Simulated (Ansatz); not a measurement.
An Ansatz input:

```yaml
crystal:
  lattice:
    - [3.0450626401, 0.0, 0.0]
    - [0.0, 3.0450626401, 0.0]
    - [0.0, 0.0, 3.0450626401]
  atoms:
    - { symbol: In, position: [0.0, 0.0, 0.0] }
hamiltonian:
  xc: lda
  pseudopotentials:
    kind: paw
    azcp:
      In: "pseudopotentials/In.paw.azcp"
basis:
  ecutwfc: 420
  fft_grid_basis: typed
kpoints:
  mp_grid: { grid: [10, 10, 10], shift: [0, 0, 0] }
magnetization:
  spin_polarized: false
scf:
  occupations: { method: fermi_dirac, width: 0.1 }
relax:
  max_steps: 60
  f_tol: 0.01
  cell: {}
output:
  write_density: true
  write_potential: true
  elf: true
  volumetric_format: npy
```

Terminal output

```
Warning: the record states the generating functional pbe (its physics header spells it `PBE`), which answers neither for hamiltonian.xc's functional nor for the lda family's — results may be inconsistent (PPs are generated against a specific XC)
Engine: ansatz 0.2.0, aarch64-unknown-linux-gnu
Pseudopotentials: kind: paw
Pseudopotential: In, paw, valence charge 13, recommended cutoff 420 eV (normal) 
Functional definition: SPW92
  exchange = slater_x
  correlation = pw_c
Crystal: 1 atoms, lattice volume = 28.235 Å³
Basis set: ecut = 420 eV, 515 PW (Γ)
Bands: 11, of which v1, the nominal top of the filled ones, is band 7 counted from 1 (6 counted from 0)
Symmetry: 48 space group operations
Space group: Pm-3m (ITA 221), of the structure as read, at distance tolerance 3.0e-5 Å
k-points: 56 of 1000
Non-local potential: In, projectors of the file, l = 0: 2, l = 1: 2, l = 2: 2, l = 3: 2
PAW form: soft (Blöchl's): semilocal exchange-correlation on the pseudo side does not see the compensation charge
PAW frozen core: In, regenerated for the run's functional, and the local potential with it (the file was generated under x = pbe(κ = 0.804, μ = 0.2195149727645171), c = pbe(β = 0.06672455060314922))
PAW one-centre angular grid: In, 590 points (default); XC on 64 Gauss nodes
Initial density: superposition of atomic densities (neutral atoms: chi_scale 0, normalization atom), corrected by the library's trained network
Initial wavefunctions: pseudopotential atomic-orbital guess
Functional: x = slater, c = lda
SCF iter   1: F=—  HF=-5457.087368 eV  |F-HF|=—  |Δ(HF+E_count)|=         —  Δρ=6.79e-3  dr2=7.10e-3  ethr=1.77e-3  ⟨swp⟩=5.1  Hψ=3693  notcnv=0
SCF iter   2: F=—  HF=-5457.084107 eV  |F-HF|=—  |Δ(HF+E_count)|=   3.26e-3  Δρ=3.03e-3  dr2=1.46e-3  ethr=5.46e-5  ⟨swp⟩=1.7  Hψ=1214  notcnv=0
SCF iter   3: F=—  HF=-5457.083602 eV  |F-HF|=—  |Δ(HF+E_count)|=   5.05e-4  Δρ=2.30e-4  dr2=1.43e-5  ethr=1.12e-5  ⟨swp⟩=2.0  Hψ=885  notcnv=0  defer=3
SCF iter   4: F=—  HF=-5457.083604 eV  |F-HF|=—  |Δ(HF+E_count)|=   1.42e-6  Δρ=9.37e-5  dr2=1.72e-6  ethr=1.10e-7  ⟨swp⟩=2.0  Hψ=966  notcnv=0  defer=3
SCF iter   5: F=—  HF=-5457.083603 eV  |F-HF|=—  |Δ(HF+E_count)|=   5.86e-7  Δρ=4.32e-5  dr2=3.70e-7  ethr=1.33e-8  ⟨swp⟩=2.0  Hψ=972  notcnv=0  defer=3
SCF iter   6: F=-5457.083603 eV  HF=-5457.083603 eV  |F-HF|=4.41e-8  |Δ(HF+E_count)|=   1.65e-7  Δρ=1.44e-5  dr2=4.12e-8  ethr=7.69e-10  ⟨swp⟩=7.7  Hψ=3120  notcnv=0
SCF 1 converged in 6 iterations: F = -5457.083603 eV  dr2 = 4.12e-8
relax step   1: F+E_penalty+E_count = -5457.08360305 eV  Δ(F+E_penalty+E_count) = +0.000e0 eV  max|allowed force component| = 0.000e0 eV/Å  Δτ_max = 0.0000 Å  P = -2.742 GPa  Ω = 28.235 Å³  (6 SCF iters, dr2 threshold 1.00e-7 eV, accepted)
Crystal: 1 atoms, lattice volume = 26.302 Å³
...
SCF iter   1: F=—  HF=-5457.101746 eV  |F-HF|=—  |Δ(HF+E_count)|=         —  Δρ=8.09e-5  dr2=3.10e-7  ethr=2.00e-7  ⟨swp⟩=2.3  Hψ=5119  notcnv=0
SCF iter   2: F=—  HF=-5457.101749 eV  |F-HF|=—  |Δ(HF+E_count)|=   2.42e-6  Δρ=3.63e-5  dr2=6.45e-8  ethr=2.39e-9  ⟨swp⟩=2.0  Hψ=909  notcnv=0
SCF iter   3: F=—  HF=-5457.101749 eV  |F-HF|=—  |Δ(HF+E_count)|=   1.75e-8  Δρ=7.75e-6  dr2=3.15e-9  ethr=4.96e-10  ⟨swp⟩=1.7  Hψ=739  notcnv=0
SCF iter   4: F=—  HF=-5457.101749 eV  |F-HF|=—  |Δ(HF+E_count)|=   1.29e-9  Δρ=7.70e-7  dr2=5.63e-11  ethr=2.42e-11  ⟨swp⟩=2.0  Hψ=923  notcnv=0
SCF iter   5: F=-5457.101749 eV  HF=-5457.101749 eV  |F-HF|=1.82e-12  |Δ(HF+E_count)|=  4.55e-12  Δρ=6.91e-8  dr2=4.16e-13  ethr=1.00e-12  ⟨swp⟩=5.7  Hψ=2496  notcnv=0
SCF 4 converged in 5 iterations: F = -5457.101749 eV  dr2 = 4.16e-13
relax step   4: F+E_penalty+E_count = -5457.10174887 eV  Δ(F+E_penalty+E_count) = +2.311e-4 eV  max|allowed force component| = 0.000e0 eV/Å  Δτ_max = 0.0000 Å  P = +0.009 GPa  Ω = 26.238 Å³  stress off target by 8.82e-3 GPa  SCF on the basis re-selected at this cell (its energy is not comparable with the rows above)  (5 SCF iters)
basis re-selected at this cell: Δ(F+E_penalty+E_count) = +2.311e-4 eV, ΔP = -0.003 GPa vs the last step (what re-selecting the basis moved, of the pressure what is left beyond the Pulay correction that the steps carried, after the strain that the cell walked since its last selection, with what the two solves' SCF thresholds leave and, on support functions, any second-order correction that the steps lacked; it is no measure of the basis error at this ecutwfc). The dense FFT grid was sized anew with the basis: this SCF ran on 20×20×20 points, the steps before it on 24×24×24, so part of this shift can come from that change (see relax.cell in the input reference). This SCF's stress stands 8.82e-3 GPa from its target on what of the cell is left free (relax.cell.stress_tol is 5.00e-2 GPa) and its largest allowed force component is 0.00e0 eV/Å (relax.f_tol is 1.00e-2 eV/Å): within both
SCF converged after 5 iterations
Free energy (F): -5457.101749 eV
Harris-Foulkes:  -5457.101749 eV  (|F-HF|=1.82e-12)
Internal energy: -5457.084756 eV  (E = F + TS)
E sigma→0 (E₀):  -5457.093253 eV
Entropy (-TS):   -0.016993 eV (-16.993 meV/atom)
Fermi energy:    9.657990 eV
--- Per-component energies (eV) ---
  E_band       = -30.656573
  E_kinetic    = 243.171860
  E_local      = -1119.452473  (includes V_loc(G=0)·N_el)
  E_nonlocal   = 369.046080
  E_hartree    = 439.196233
  E_xc         = -214.351572
  E_vxc        = -101.995969  (∫ρ·V_xc dr)
  E_paw        = -4013.160552  (= ΣΔE_a)
  E_vpaw       = -299.818542  (= ΣTr[D̂ρ^β])
  E_aug_tail   = 0.000025  (compensation charges beyond the density's cutoff)
  E_ewald      = -1161.818895
  E_core_change = 0.284536  (= ΣΔE_core)
  E_smearing   = -0.016993  (= −TS)
  E_closure    = -0.000000  (closes the sum)
  Σ components = -5457.101749   (vs F -5457.101749, Δ=0.00e0)
--- Forces (eV/Å), atoms counted from 1 ---
  atom   1  In     0.00000000    -0.00000000     0.00000000
  max |Σ_I F_I| component: 1.64e-32 eV/Å
--- Stress (GPa, compression-positive) ---
        0.008820      -0.000000      -0.000000
       -0.000000       0.008820       0.000000
       -0.000000       0.000000       0.008820
  P = ⅓ Tr σ = 0.0088 GPa (0.088 kbar)
--- Band table (eV; the first three rows and the last of 56) ---
  k-point 0: bands = ["-5.3804", "-5.3804", "-4.4922", "-4.4922", "-4.4922", "0.0821", "17.2883", "17.2883", "17.2883", "20.7804", "20.7804"]
  k-point 1: bands = ["-5.3747", "-5.3222", "-4.5163", "-4.5163", "-4.4902", "0.2627", "15.3575", "17.5002", "17.5002", "20.8736", "21.5417"]
  k-point 2: bands = ["-5.3598", "-5.1719", "-4.5788", "-4.5788", "-4.4849", "0.8130", "12.4962", "18.1106", "18.1106", "21.1554", "21.8849"]
  k-point 55: bands = ["-5.0608", "-5.0608", "-5.0608", "-4.2273", "-4.2273", "11.8377", "11.8377", "11.8377", "13.1324", "17.2281", "17.2281"]
--- Relaxed structure (3 steps of the walk, 3 accepted, 1 SCFs on fresh bases) ---
  F+E_penalty+E_count = -5457.10174887 eV   max|allowed force component| = 0.000e0 eV/Å   (the final SCF, on the basis selected at the relaxed cell)
  cell:  # Å, volume = 26.2376 Å³
    - [2.971494602498817, -2.728400754548584e-34, -2.5679065925163143e-34]
    - [-2.728400754548584e-34, 2.971494602498817, 0.0]
    - [-2.5679065925163143e-34, 0.0, 2.971494602498817]
  atoms:
    - { symbol: In, position: [0.0, 0.0, 0.0] }
```
